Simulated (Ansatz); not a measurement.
Question: SnRu3C (anti-perovskite, space group No. 221) is relaxed with plane-wave PAW PBE (Ansatz code). What lattice parameters of the conventional cell result?

Answer: a = 4.091 Å.

Question: Is it a metal or does it have a gap at this level?

Answer: No gap at this level.

Space group Pm-3m (anti-perovskite). The start of the workflow was typed in or built on a structure type; neither database checked (COD, Materials Project) lists it. Its standing as an ambient phase is unchecked. The cell was relaxed with PBE under the symmetry of its start; whether a distortion lowers the energy is not shown. The run is not spin-polarised. Spin–orbit coupling is left out wherever it is not named.

Potentials: the later of the program's two PAW sets.
